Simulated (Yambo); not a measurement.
One stored BSE kernel of dimension 1944 for RhCuO2 (space group R-3m, No. 166) (Yambo, PBEsol bands; 6×6×6 mesh, 3 valence and 3 conduction bands, static screening with 40 bands and a 4 Ry block, scissor 0.70 eV, Tamm-Dancoff; broadening 0.15 eV; field along x), solved in several ways.

```tsv
solver	iterations	largest change of Im ε (% of its maximum)	rough time
Haydock, threshold 2 %	9	44	within a factor of two
Haydock, threshold 0.5 %	18	8.8	within a factor of two
Haydock, threshold 0.1 %	28	2.1	within a factor of two
Haydock, threshold 0.005 %	48	0.2	1
SLEPc, lowest 10 states	–	no full spectrum	within a factor of two
SLEPc, lowest 60 states	–	no full spectrum	within a factor of two
full diagonalisation	–	reference	about 10×
```

Haydock gives the spectrum without eigenstates, SLEPc the lowest states alone, full diagonalisation everything at a cost that grows as the cube of the dimension. Times include reading the kernel. Times are rough ratios from shared machines. Mesh and scissor weren't tested; the rows compare only with each other.

Spin-orbit coupling is not included.

Geometry relaxed with PBEsol; primitive cell a = b = c = 5.910 Å, α = β = γ = 30.12°.

With a shallow 3d shell G0W0 needs far more bands and larger blocks than here, so the scissor is uncertain by tenths of an eV or more.
